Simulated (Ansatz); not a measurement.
Relaxed-ion elastic tensor of C in space group P6_3/mmc (No. 194; C on 12j, C on 12j) in GPa (Voigt order), the program Ansatz at the r²SCAN+D4 level (PAW); density 1.76 g/cm³, 11.36 Å³ per atom.

```
 628   262  -2.9   0.0   0.0   0.0
 262   628  -2.9   0.0   0.0   0.0
-2.9  -2.9  25.3   0.0   0.0   0.0
 0.0   0.0   0.0   1.4   0.0   0.0
 0.0   0.0   0.0   0.0   1.4   0.0
 0.0   0.0   0.0   0.0   0.0   183
```

Q: Is the crystal mechanically stable?

A: On the edge, within the error: the smallest eigenvalue of C is 1.4 GPa.

Q: Work out the Voigt and Reuss bounds. Is their mean of use?

A: K_V = 199, K_R = 23.6; G_V = 106, G_R = 3.4 GPa. The bounds lie so far apart that a Hill average or a Debye temperature from it would say little.

The start of the workflow was typed in or built on a structure type. Its sites differ from those of the usual phase in this space group: another stacking or structure type. The cell was relaxed with r²SCAN+D4 under the symmetry of its start; its stability against distortions is not shown here.

Potentials: the later of the program's two PAW sets.
